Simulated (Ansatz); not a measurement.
Co₃IrC:
```
CELL_PARAMETERS angstrom
      3.73161     0.00000     0.00000
      0.00000     3.73161     0.00000
      0.00000     0.00000     3.73161
ATOMIC_POSITIONS crystal
  Co 0.50000 0.50000 0.00000
  Co 0.00000 0.50000 0.50000
  Co 0.50000 0.00000 0.50000
  Ir 0.00000 0.00000 0.00000
  C  0.50000 0.50000 0.50000
```
The run is spin-polarised; directions of the spins, atom by atom: ↑ ↑ ↑ ↑ 0.

Relaxed with PBEsol.

Problem. Which orbitals make up the states near the Fermi level in plane-wave PAW PBEsol (Ansatz code)?

Solution. Within 0.5 eV of the Fermi level: Co 3d 67 %, Ir 5d 24 %. Projections are on Löwdin-orthogonalised atomic valence shells; empty p or d shells of many metals are not among them.

Problem. Tabulate the density of states.

Solution. States/eV per cell of 5 atoms, in 0.25 eV bins, energy from the Fermi level.

```
E (eV)  total  Co 3d  Ir 5d  C 2p
------  -----  -----  -----  ----
-7.85    1.24   0.25   0.07  0.52
-7.60    2.63   0.59   0.13  1.15
-7.35    3.25   0.75   0.15  1.31
-7.10    2.78   0.65   0.12  1.01
-6.85    1.59   0.42   0.09  0.65
-6.60    1.24   0.38   0.08  0.57
-6.35    1.34   0.43   0.10  0.62
-6.10    1.57   0.52   0.12  0.70
-5.85    2.15   0.79   0.19  0.90
-5.60    3.42   1.37   0.51  1.13
-5.35    4.10   1.82   0.48  1.02
-5.10    3.80   1.64   0.74  0.74
-4.85    3.92   1.79   0.82  0.48
-4.60    3.39   1.76   1.01  0.17
-4.35    5.08   2.54   1.98  0.19
-4.10    4.86   2.49   1.89  0.14
-3.85    6.33   3.15   2.37  0.26
-3.60    7.50   4.19   2.43  0.44
-3.35    6.24   3.87   1.65  0.23
-3.10    5.06   3.10   1.40  0.19
-2.85    7.90   5.52   1.71  0.19
-2.60    6.82   5.18   1.03  0.08
-2.35    5.82   4.69   0.73  0.04
-2.10    6.36   5.44   0.57  0.03
-1.85    3.91   3.27   0.39  0.02
-1.60    7.01   5.83   0.89  0.02
-1.35    7.08   5.33   1.48  0.03
-1.10   10.58   7.79   2.43  0.07
-0.85    5.99   3.98   1.65  0.13
-0.60    6.62   4.48   1.69  0.13
-0.35    5.72   3.66   1.47  0.23
-0.10    7.33   4.84   1.79  0.36
0.15     8.05   5.53   1.73  0.45
0.40     5.70   3.85   1.43  0.25
0.65     4.61   3.09   0.99  0.31
0.90     3.81   2.40   0.57  0.51
1.15     3.42   1.98   0.60  0.54
1.40     1.79   0.88   0.34  0.35
1.65     1.34   0.60   0.19  0.32
1.90     1.08   0.47   0.12  0.28
2.15     1.05   0.46   0.12  0.25
2.40     1.04   0.42   0.13  0.20
2.65     0.88   0.32   0.09  0.17
2.90     0.79   0.26   0.07  0.16
3.15     0.80   0.25   0.05  0.16
3.40     1.07   0.34   0.07  0.22
3.65     1.52   0.48   0.07  0.31
3.90     1.18   0.36   0.04  0.25
4.15     1.16   0.35   0.05  0.25
4.40     1.51   0.46   0.04  0.28
4.65     1.01   0.24   0.03  0.18
```

Space group Pm-3m (anti-perovskite). The start of the workflow was typed in or built on a structure type; neither database checked (COD, Materials Project) lists it. Its standing as an ambient phase is unchecked. The cell was relaxed with PBEsol under the symmetry of its start; its stability against distortions is not shown here. The final state is ferromagnetic, chosen from 5 collinear starts compared on coarse meshes (ties went to the first, and starts can fall back to one state), not a proven ground state. Its formation energy is positive at this level, so the cell may be metastable or incomplete. Spin–orbit coupling is left out wherever it is not named.

Potentials: the earlier of the program's two PAW sets. The files were generated under PBE; for other functionals the program regenerates the frozen cores, and for LDA and PBEsol the local potential too.
